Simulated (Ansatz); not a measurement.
BeS:
```cif
data_Be3S3
_chemical_formula_sum 'Be3 S3'
_space_group_name_H-M_alt 'P6422'
_space_group_IT_number 181
_space_group_name_Hall 'P 64 2 (0 0 2)'
_cell_length_a 3.45175
_cell_length_b 3.45175
_cell_length_c 7.81096
_cell_angle_alpha 90.000
_cell_angle_beta 90.000
_cell_angle_gamma 120.000
loop_
_atom_site_label
_atom_site_type_symbol
_atom_site_symmetry_multiplicity
_atom_site_Wyckoff_symbol
_atom_site_fract_x
_atom_site_fract_y
_atom_site_fract_z
_atom_site_occupancy
Be1 Be 3 c 0.50000 0.00000 0.00000 1
S1 S 3 d 0.50000 0.00000 0.50000 1
```

Relaxed at zero pressure with DFT-PBE in the program Ansatz with PAW potentials.

Task: The volume is raised by 9 % and shape and atoms relax at that volume. What pressure results, and how do the axes share the change?

Result: -7.3 GPa; a 3.0 %, b 3.0 %, c 2.7 %; the energy rises by 29 meV/atom.

Task: Give the new structure.

Result: 
Space group P6₄22 (No. 181); a = b = 3.5556 Å, c = 8.0238 Å, α = β = 90.00°, γ = 120.00°

| atom | site | symmetry | x | y | z |
|---|---|---|---|---|---|
| Be | 3c | 222 | 0.5000 | 0.0000 | 0.0000 |
| S | 3d | 222 | 0.5000 | 0.0000 | 0.5000 |

The phase is kept; no other phase was compared at this pressure.

Space group P6_422. The start of the workflow was typed in or built on a structure type; neither database checked (COD, Materials Project) lists it. COD files the formula under space group No. 216, so this cell is another polymorph or a model. Its standing as an ambient phase is unchecked. The PBE relaxation kept the symmetry of its start; its stability against distortions is not shown here.

Potentials: the earlier of the program's two PAW sets.
